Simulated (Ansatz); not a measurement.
Cs$_{2}$KCoF$_{6}$:
```
CELL_PARAMETERS angstrom
      0.00000     4.43625     4.43625
      4.43625     0.00000     4.43625
      4.43625     4.43625     0.00000
ATOMIC_POSITIONS crystal
  K  0.50000 0.50000 0.50000
  Cs 0.25000 0.25000 0.25000
  Cs 0.75000 0.75000 0.75000
  Co 0.00000 0.00000 0.00000
  F  0.20901 0.79099 0.20901
  F  0.79099 0.20901 0.79099
  F  0.20901 0.79099 0.79099
  F  0.79099 0.20901 0.20901
  F  0.20901 0.20901 0.79099
  F  0.79099 0.79099 0.20901
```

This is the r²SCAN-relaxed structure.

**Question.** All from plane-wave PAW r²SCAN (Ansatz code), unless another level is named. Give the gap with spin–orbit coupling.

**Answer.** 2.59 eV.

**Question.** Next, the band gap?

**Answer.** 2.64 eV (smallest direct gap 2.64 eV).

**Question.** What about the HSE06 gap on the r²SCAN cell?

**Answer.** 5.36 eV.

**Question.** Predict the hole effective mass, band 3 of 3 at the edge.

**Answer.** 6.8 along [100], 8.2 along [110], 8.8 along [111] (mₑ).

**Question.** Give the valence-band maximum.

**Answer.** at Γ.

Space group Fm-3m. The workflow started from a Materials Project entry (that database holds measured and hypothetical structures alike); the Crystallography Open Database copy checked does not list it. Its standing as an ambient phase is unchecked. The r²SCAN relaxation kept the symmetry of its start; its stability against distortions is not shown here. The run is not spin-polarised. No Hubbard U is applied. Scalar-relativistic: spin–orbit coupling is off unless named, which matters more the heavier the elements.

Potentials: the later of the program's two PAW sets.
